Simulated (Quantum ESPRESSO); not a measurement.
## KCl: magnetic shieldings

```
CELL_PARAMETERS angstrom
      0.00000     3.14395     3.14395
      3.14395     0.00000     3.14395
      3.14395     3.14395     0.00000
ATOMIC_POSITIONS crystal
  K  0.00000 0.00000 0.00000
  Cl 0.50000 0.50000 0.50000
```
The cell was made here from an entry of the Crystallography Open Database (unchecked): atoms relaxed with PBE in the measured cell (PBE without dispersion, pw.x of a modified build of Quantum ESPRESSO, symmetry kept).  Stability against distortions was not tested.

Computed: shieldings by GIPAW with PBE in Quantum ESPRESSO, on JTH PAW datasets, 25 Ha, k-mesh 4×4×4 shifted, f-sum rule met within 0.002 %.

```tsv
site	site symmetry	σ_iso (ppm)
K (atom 1)	m-3m	1149
Cl (atom 2)	m-3m	903
```

Shieldings are absolute and leave out the bulk-susceptibility term; a larger σ means a smaller chemical shift. By our sweeps, such settings leave a few ppm in absolute σ. The datasets of Cl hold no d projectors, which limits absolute σ on these atoms.
